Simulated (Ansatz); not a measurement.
## Cd: relaxation of cell and atoms

Computed with DFT, PBE, PAW with Ansatz's default frozen-core files, scalar-relativistic (Ansatz 0.2.0).

Command: `ansatz run input.yaml --threads 1 --pin off --max-ram 2048MiB --backend cpu --events-out ev --progress --plain --runs-dir out` The run took 37 s on 1 thread of Intel(R) Xeon(R) 6975P-C (Granite Rapids) (shared host).

```yaml
crystal:
  lattice:
    - [2.924921511, 0.0, 0.0]
    - [-1.4624607555, 2.5330563326, 0.0]
    - [0.0, 0.0, 4.7383728478]
  atoms:
    - { symbol: Cd, position: [0.3333333333, 0.6666666667, 0.25] }
    - { symbol: Cd, position: [0.6666666667, 0.3333333333, 0.75] }
kpoints:
  mp_grid: { grid: [14, 14, 8] }
scf:
  occupations: { method: fermi_dirac, width: 0.05 }
hamiltonian:
  xc: pbe
  pseudopotentials: { kind: paw }
output:
  forces: true
  stress: true
relax:
  f_tol: 0.005
  max_steps: 80
  cell: {}
```

The cell is built from the hcp type as a first guess.

The cutoff is 420 eV; energies and pressures of the walk include the program's estimate of the Pulay term.

Each frame lists the cell vectors (Å), then Cartesian positions (Å); symmetry keeps all forces zero. Free energies count from the first step, -16508.3502 eV.

The walk took 20 evaluations in all; steps that aren't listed are left out.

Step 1: E = 0.0 meV, P = 22.75 GPa

```
cell 2.9249 0.0000 0.0000 -1.4625 2.5331 0.0000 0.0000 0.0000 4.7384
Cd    0.0000    1.6887    1.1846
Cd    1.4625    0.8444    3.5538
```

Step 2: E = -439.2 meV, P = 7.09 GPa

```
cell 3.0550 0.0000 0.0000 -1.5275 2.6457 0.0000 0.0000 0.0000 4.9693
Cd    0.0000    1.7638    1.2423
Cd    1.5275    0.8819    3.7270
```

Step 3: E = -519.8 meV, P = 2.31 GPa

```
cell 3.1144 0.0000 0.0000 -1.5572 2.6972 0.0000 0.0000 0.0000 5.1150
Cd    0.0000    1.7981    1.2788
Cd    1.5572    0.8991    3.8363
```

Step 4: E = -534.8 meV, P = 0.34 GPa

```
cell 3.1379 0.0000 0.0000 -1.5689 2.7175 0.0000 0.0000 0.0000 5.2208
Cd    0.0000    1.8117    1.3052
Cd    1.5689    0.9058    3.9156
```

Step 5: E = -538.4 meV, P = 0.00 GPa

```
cell 3.1256 0.0000 0.0000 -1.5628 2.7068 0.0000 0.0000 0.0000 5.2914
Cd    0.0000    1.8045    1.3229
Cd    1.5628    0.9023    3.9686
```

Step 6: E = -534.0 meV, P = -0.55 GPa, step rejected

```
cell 3.0652 0.0000 0.0000 -1.5326 2.6546 0.0000 0.0000 0.0000 5.5259
Cd    0.0000    1.7697    1.3815
Cd    1.5326    0.8849    4.1444
```

Step 7: E = -540.8 meV, P = -0.09 GPa

```
cell 3.1010 0.0000 0.0000 -1.5505 2.6855 0.0000 0.0000 0.0000 5.3751
Cd    0.0000    1.7904    1.3438
Cd    1.5505    0.8952    4.0313
```

Step 8: E = -540.9 meV, P = -0.04 GPa

```
cell 3.1041 0.0000 0.0000 -1.5521 2.6883 0.0000 0.0000 0.0000 5.3602
Cd    0.0000    1.7922    1.3401
Cd    1.5521    0.8961    4.0202
```

Step 9: E = -540.9 meV, P = -0.04 GPa

```
cell 3.1032 0.0000 0.0000 -1.5516 2.6874 0.0000 0.0000 0.0000 5.3632
Cd    0.0000    1.7916    1.3408
Cd    1.5516    0.8958    4.0224
```

Step 10: E = -549.4 meV, P = 0.35 GPa (the cell of the step before, solved again on a basis chosen afresh, hence the jump)

Step 11: E = -550.6 meV, P = 0.12 GPa

```
cell 3.0993 0.0000 0.0000 -1.5496 2.6841 0.0000 0.0000 0.0000 5.4090
Cd    0.0000    1.7894    1.3522
Cd    1.5496    0.8947    4.0567
```

Step 12: E = -551.7 meV, P = 0.06 GPa

```
cell 3.0888 0.0000 0.0000 -1.5444 2.6750 0.0000 0.0000 0.0000 5.4586
Cd    0.0000    1.7833    1.3646
Cd    1.5444    0.8917    4.0939
```

Step 13: E = -552.4 meV, P = 0.06 GPa

```
cell 3.0476 0.0000 0.0000 -1.5238 2.6393 0.0000 0.0000 0.0000 5.6543
Cd    0.0000    1.7596    1.4136
Cd    1.5238    0.8798    4.2407
```

Step 14: E = -553.0 meV, P = -0.02 GPa

```
cell 3.0703 0.0000 0.0000 -1.5352 2.6590 0.0000 0.0000 0.0000 5.5515
Cd    0.0000    1.7726    1.3879
Cd    1.5352    0.8863    4.1636
```

Step 15: E = -553.1 meV, P = 0.01 GPa

```
cell 3.0664 0.0000 0.0000 -1.5332 2.6556 0.0000 0.0000 0.0000 5.5653
Cd    0.0000    1.7704    1.3913
Cd    1.5332    0.8852    4.1739
```

Step 16: E = -552.2 meV, P = 0.02 GPa, step rejected

```
cell 3.0475 0.0000 0.0000 -1.5238 2.6392 0.0000 0.0000 0.0000 5.6612
Cd    0.0000    1.7595    1.4153
Cd    1.5238    0.8798    4.2459
```

Step 17: E = -553.2 meV, P = 0.00 GPa

```
cell 3.0638 0.0000 0.0000 -1.5319 2.6533 0.0000 0.0000 0.0000 5.5804
Cd    0.0000    1.7689    1.3951
Cd    1.5319    0.8844    4.1853
```

Step 18: E = -553.1 meV, P = 0.02 GPa, step rejected

```
cell 3.0561 0.0000 0.0000 -1.5281 2.6467 0.0000 0.0000 0.0000 5.6160
Cd    0.0000    1.7644    1.4040
Cd    1.5281    0.8822    4.2120
```

(1) How does the relaxation end?

Results:

(1) It converges, with a = 3.062 Å, b = 3.062 Å, c = 5.592 Å, α = 90.00°, β = 90.00°, γ = 120.00° (conventional cell, space group P6_3/mmc). The last solve (on a basis chosen afresh for the final cell, so its energy is not quite comparable) gives E = -553.4 meV, P = -0.01 GPa:
```
cell 3.0616 0.0000 0.0000 -1.5308 2.6514 0.0000 0.0000 0.0000 5.5918
Cd    0.0000    1.7676    1.3979
Cd    1.5308    0.8838    4.1938
```
